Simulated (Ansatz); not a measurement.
NiS (NiAs type, P6_3/mmc) at seven volumes, the program Ansatz at the r²SCAN level (PAW), shape and atoms relaxed at each. One row is withheld.

```csv
V (Å³/atom),P (GPa)
12.773,12.98
13.194,?
13.615,3.67
14.037,0.00
14.458,-3.13
14.879,-5.82
15.300,-8.12
```

### Question
Fit the shown pressures and predict the withheld one.

### Answer
P = (3/2)B₀(x^(7/2) − x^(5/2))[1 + (3/4)(B′ − 4)(x − 1)] with x = (V₀/V)^(2/3). Least squares on the six rows gives V₀ = 14.037 Å³/atom, B₀ = 113 GPa, B′ = 4.19. At V = 13.194, x = 1.0422 and P = 7.97 GPa. The run itself gave 7.95 GPa.

The workflow started from an entry of the Crystallography Open Database (COD, 300 K), which files this formula under 3 space groups. Its standing as an ambient phase is unchecked. The r²SCAN relaxation kept the symmetry of its start, as lowered by the spin order; whether a distortion lowers the energy is not shown. Spin order of the final state: antiferromagnetic, chosen from 5 collinear starts compared on coarse meshes (ties went to the first, and starts can fall back to one state), not a proven ground state. Other orbital occupations within this spin state were not tried. No Hubbard U is applied.

Potentials: the later of the program's two PAW sets.
